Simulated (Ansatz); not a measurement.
**Slab of fcc Pt (100), 5 layers**

The slab is cut from the fcc crystal, the stable phase, as relaxed on PAW files (14.77 Å³/atom), with 16 Å of vacuum and a dipole correction:

```xyz
5
Lattice="2.7543 0.0000 0.0000 0.0000 2.7543 0.0000 0.0000 0.0000 23.7904" Properties=species:S:1:pos:R:3 pbc="T T T"
Pt    0.0000    0.0000    8.0000
Pt    1.3772    1.3772    9.9476
Pt    0.0000    0.0000   11.8952
Pt    1.3772    1.3772   13.8428
Pt    0.0000    0.0000   15.7904
```

Level of theory: DFT with LDA, scalar-relativistic, in Ansatz 0.2.0; a Γ-centred 13×13×1 k mesh, Fermi–Dirac smearing of 0.1 eV, no spin polarisation. LAPW: all electrons, basis error target 1 meV/atom; PAW: frozen-core files, cutoff 420 eV.

The bulk energy comes from a cell in the slab's orientation on a 13×13×9 mesh. The surface energy is (E(slab) − N·E(bulk))/2A at zero smearing, the mean of both faces; thin slabs carry quantum-size effects.

Spin–orbit coupling is left out, which matters for the heavy atoms. The PAW files were made under PBE.

Question: As cut, the LAPW slab lies 2.345 eV above 5 atoms of bulk. What surface energy is that?

Answer: Over two faces of 7.59 Å² it is 154.6 meV/Å², and times 16.02 J/m² per eV/Å² that gives γ = 2.476 J/m².

```csv
method,γ as cut (J/m²),γ relaxed (J/m²),Φ as cut (eV),Φ relaxed (eV)
LAPW,2.476,2.448,6.04,6.03
PAW,2.475,2.447,6.04,6.03
```

Question: How do the spacings between the planes relax?

Answer: From the bottom face up: d12 -2.8 % of 1.948 Å, d23 -0.5 % of 1.948 Å, d34 -0.5 % of 1.948 Å, d45 -2.8 % of 1.948 Å.

Question: What changes if the vacuum is set to 22 Å?

Answer: LAPW then gives: no gap, work function 6.03 eV; PAW: no gap, work function 6.03 eV.

Question: A 4f core hole is made on one atom of each kind in every 1×1 cell (PAW hole dataset, neutral cell, valence without spin). What does it cost by layer?

Answer: layer 1 71.48 eV, layer 2 72.20 eV, layer 3 72.17 eV. Shifts between layers mean more than the absolute values, and a whole layer of holes screens otherwise than one hole.
